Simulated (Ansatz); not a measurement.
SiO2:
```cif
data_O4Si2
_chemical_formula_sum 'Si2 O4'
_space_group_name_H-M_alt 'P42/nmc :1'
_space_group_IT_number 137
_space_group_name_Hall 'P 4n 2n -1n'
_cell_length_a 2.82140
_cell_length_b 2.82140
_cell_length_c 8.58835
_cell_angle_alpha 90.000
_cell_angle_beta 90.000
_cell_angle_gamma 90.000
loop_
_space_group_symop_operation_xyz
  'x, y, z'
  '-y+1/2, x+1/2, z+1/2'
  '-x, -y, z'
  'y+1/2, -x+1/2, z+1/2'
  'x+1/2, -y+1/2, -z+1/2'
  '-y, -x, -z'
  '-x+1/2, y+1/2, -z+1/2'
  'y, x, -z'
  '-x+1/2, -y+1/2, -z+1/2'
  'y, -x, -z'
  'x+1/2, y+1/2, -z+1/2'
  '-y, x, -z'
  '-x, y, z'
  'y+1/2, x+1/2, z+1/2'
  'x, -y, z'
  '-y+1/2, -x+1/2, z+1/2'
loop_
_atom_site_label
_atom_site_type_symbol
_atom_site_symmetry_multiplicity
_atom_site_Wyckoff_symbol
_atom_site_fract_x
_atom_site_fract_y
_atom_site_fract_z
_atom_site_occupancy
Si1 Si 2 a 0.00000 0.00000 0.00000 1
O1 O 4 d 0.00000 0.50000 0.09939 1
```

Relaxed with PBEsol.

Problem. Decompose the optical modes at the zone centre into irreducible representations, and say which are infrared and Raman allowed.

Solution. Point group 4/mmm: Γ_opt = A1g + A2u + 2B1g + B2u + 3Eg + 2Eu. Infrared: A2u, Eu. Raman: A1g, B1g, Eg.

Problem. Assign frequencies (DFPT, PBEsol in the plane-wave PAW code Ansatz; without the LO–TO term).

Solution. B1g 49, Eg 51, Eu 377, Eg 380, B2u 597, A1g 602, A2u 822, Eu 903, Eg 905, B1g 912 cm⁻¹.

Subscripts of B labels follow the axes of the standard setting.

Space group P4_2/nmc. A made-up cell: these elements were put on the sites of a structure type; neither database checked (COD, Materials Project) lists it. It is not the phase usual at ambient conditions (space group No. 92, 152, 154). The PBEsol relaxation kept the symmetry of its start; of distortions, only those at the zone centre were tested.

Potentials: the later of the program's two PAW sets.
